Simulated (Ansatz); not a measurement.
GaP:
```cif
data_Ga2P2
_chemical_formula_sum 'Ga2 P2'
_space_group_name_H-M_alt 'P 1'
_space_group_IT_number 1
_cell_length_a 3.56498
_cell_length_b 3.56498
_cell_length_c 6.05053
_cell_angle_alpha 90.000
_cell_angle_beta 90.000
_cell_angle_gamma 120.000
loop_
_space_group_symop_operation_xyz
  'x, y, z'
loop_
_atom_site_label
_atom_site_type_symbol
_atom_site_fract_x
_atom_site_fract_y
_atom_site_fract_z
_atom_site_occupancy
Ga1 Ga 0.00000 0.00000 0.00000 1
Ga2 Ga 0.00000 0.00000 0.50000 1
P1 P 0.33333 0.66667 0.25000 1
P2 P 0.66667 0.33333 0.75000 1
```

Relaxed with PBEsol.

Question: Decompose the optical modes at the zone centre into irreducible representations, and say which are infrared and Raman allowed.

Answer: Point group 6/mmm: Γ_opt = A2u + B1g + B2u + E1u + E2g + E2u. Infrared: A2u, E1u. Raman: E2g.

Question: Assign frequencies (DFPT, PBEsol in the plane-wave PAW code Ansatz).

Answer: E2u 89, A2u 120, E2g 187, B2u 188, E1u 196, B1g 262 cm⁻¹.

Subscripts of B labels follow the axes of the standard setting.

Space group P6_3/mmc (NiAs type). A made-up cell: these elements were put on the sites of a structure type; neither database checked (COD, Materials Project) lists it. It is not the phase usual at ambient conditions (space group No. 216). Symmetry was held in the PBEsol relaxation; whether a distortion lowers the energy is not shown. As this level gives no gap, phonon frequencies hold no LO–TO term and depend on the k-mesh and smearing (Fermi–Dirac, 0.1 eV here). Scalar-relativistic: spin–orbit coupling is off unless named, which matters more the heavier the elements.

Potentials: the earlier of the program's two PAW sets. The files were generated under PBE; for other functionals the program regenerates the frozen cores, and for LDA and PBEsol the local potential too.
